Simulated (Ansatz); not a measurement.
According to the program Ansatz at the r²SCAN level (PAW), C in the monoclinic phase (C2/c; C on 8f, C on 8f) relaxes to a = 4.650 Å, b = 9.161 Å, c = 3.602 Å, β = 115.4°.

It is gapped at this level: 0.40 eV (indirect). The screened hybrid HSE06 puts the gap at 1.00 eV. The electron mass is 0.40, 0.45, 3.0 mₑ (principal values). The hole mass is 0.52, 1.1, 2.8 mₑ (principal values).

The start of the workflow was typed in or built on a structure type; neither database checked (COD, Materials Project) lists it. It is not the phase usual at ambient conditions (space group No. 194, 227). Symmetry was held in the r²SCAN relaxation; its stability against distortions is not shown here. The volume moved by 103 % from the start of the relaxation.

Potentials: the later of the program's two PAW sets.
